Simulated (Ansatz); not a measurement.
Values for one crystal, relaxed and computed with the program Ansatz at the r²SCAN level (PAW); other levels are named.

| Property | Value |
|---|---|
| Volume per atom | 40.41 Å³ |
| Band gap | 5.19 eV (smallest direct gap 5.19 eV) |
| Electron effective mass with spin–orbit coupling | 0.32 mₑ (isotropic) |
| HSE06 gap on the r²SCAN cell | 5.60 eV |
| Valence-band maximum | at M |
| Hole effective mass | 0.57, 4.1, 4.1 mₑ (principal values) |
| Electron effective mass | 0.32 mₑ (isotropic) |

Problem. Which of these materials gives this?
A. CsBr, CsCl type
B. MgBr2, CdI2 type
C. SiGe, wurtzite
D. Ta2O5, Pmmm (Pearson symbol oP7)

Solution. A, CsBr, CsCl type

Space group Pm-3m (CsCl type). The cell was relaxed with r²SCAN under the symmetry of its start. Spin–orbit coupling is left out wherever it is not named.

Potentials: the later of the program's two PAW sets.
